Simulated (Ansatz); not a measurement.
# Moments of TiCl2 against volume

Method: DFT PBEsol, scalar-relativistic, plane waves, PAW in Ansatz.

```xyz
3
Lattice="0.0000 3.0585 3.0585 3.0585 0.0000 3.0585 3.0585 3.0585 0.0000" Properties=species:S:1:pos:R:3 pbc="T T T"
Ti    0.0000    0.0000    0.0000
Cl    1.5293    1.5293    1.5293
Cl    4.5878    4.5878    4.5878
```

- plane-wave cutoff: 420 eV
- Γ-centred k-mesh: 8×8×8
- occupation rule: Gaussian smearing, 0.02 eV
- list of starting moments (μB, in atom order): 1 0 0
- check for lower electronic states after the SCF: on

The cell is scaled evenly at fixed fractional positions, V₀ being the volume of the cell shown; start: ferromagnetic. The states are those that the runs reached from these starts; a lower one can exist. Energies are extrapolated to zero smearing.

Site moments are spin moments in atom-centred spheres that scale with the neighbour distance.

```tsv
V/V₀	E above lowest (meV/atom)	P (GPa)	cell moment (μB)	site moments (μB)
0.800	?	?	?	?
0.860	103.3	14.2	2.00	Ti +1.44
0.920	?	?	?	?
0.960	7.0	3.0	2.00	Ti +1.52
1.000	0.0	0.0	2.00	Ti +1.55
1.040	5.7	-2.3	2.00	Ti +1.58
1.100	32.7	-5.0	2.00	Ti +1.62
1.180	93.1	-7.5	2.00	Ti +1.66
```

Task: Fill in the withheld rows.

Result: The withheld rows:

```
 V/V₀  E above lowest (meV/atom) P (GPa) cell moment (μB) site moments (μB)
0.800                      240.7     24.9              2.00           Ti +1.38
0.920                       29.8      6.7              2.00           Ti +1.49
```

Cost: 8 runs of about 0.97 core-minutes in all, on Intel Xeon Platinum 8259CL (Skylake/Cascade Lake) (shared hosts).